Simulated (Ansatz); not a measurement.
Re (hcp, Mg type)

```yaml
crystal:
  lattice:
    - [2.77511, 0.00000, 0.00000]
    - [-1.38756, 2.40332, 0.00000]
    - [0.00000, 0.00000, 4.48300]
  atoms:
    - { symbol: Re, position: [0.33333, 0.66667, 0.75000] }
    - { symbol: Re, position: [0.66667, 0.33333, 0.25000] }
```

The slice is a (0001) plane (indices of the conventional cell) through the point (0.667, 0.333, 0.250) (fractional), spanned by u = [110] and v = [1 -1 0] in vectors of this cell: u (2.78 Å) and v (4.81 Å, at 90° to u). It covers one period; positions are fractions (u, v).

All values below come from PBE (plane waves to 420 eV, PAW, scalar-relativistic; Ansatz, a quantum-chemistry and plane-wave program). k mesh 19×19×11. These are valence fields of a PAW run, semicore shells included where kept as valence: close to a nucleus they are smooth pseudo fields. Re is run without spin polarisation. Re was relaxed with its symmetry unable to fall. Spin-orbit coupling is left out, though Re is heavy.

Three fields on this plane, each scaled to ten steps between its own extremes (0 low, 9 high; the total valence density on a logarithmic scale, the potential cut 8 eV below its top; x marks points blanked near nuclei; v = 0 in the bottom row):

Map A
```
|xxxxx363xxxx|
|xxxx06860xxx|
|xxx0389830xx|
|xx036898630x|
|445655455654|
|98630xxx0368|
|9830xxxxx038|
|850xxxxxxx05|
|63xxxxxxxxx3|
|62xxxxxxxxx2|
|63xxxxxxxxx3|
|860xxxxxxx06|
|9830xxxxx038|
|98630xxx0368|
|455654445655|
|xx036898630x|
|xxx0389830xx|
|xxxx05850xxx|
|xxxxx363xxxx|
|xxxxx262xxxx|
```

Map B
```
|xxxxx424xxxx|
|xxxx82128xxx|
|xxx9410149xx|
|xx742101247x|
|322223332222|
|00147xxx7410|
|0039xxxxx930|
|027xxxxxxx72|
|24xxxxxxxxx4|
|24xxxxxxxxx4|
|24xxxxxxxxx4|
|128xxxxxxx82|
|0149xxxxx941|
|01247xxx7421|
|332222322223|
|xx741000147x|
|xxx9300039xx|
|xxxx72027xxx|
|xxxxx424xxxx|
|xxxxx424xxxx|
```

Map C
```
|xxxxx373xxxx|
|xxxx15851xxx|
|xxx2379732xx|
|xx136898631x|
|014654345641|
|44421xxx1244|
|5301xxxxx103|
|420xxxxxxx02|
|51xxxxxxxxx1|
|62xxxxxxxxx2|
|73xxxxxxxxx3|
|851xxxxxxx15|
|9732xxxxx237|
|98631xxx1368|
|345641014654|
|xx124444421x|
|xxx1035301xx|
|xxxx02420xxx|
|xxxxx151xxxx|
|xxxxx262xxxx|
```

Problem. Assign the maps to these fields: electron localisation function (ELF); valence electron density; electrostatic potential energy of an electron, from the cell's mean.

Solution. A is the electrostatic potential energy of an electron, from the cell's mean; B is the valence electron density; C is the electron localisation function (ELF).
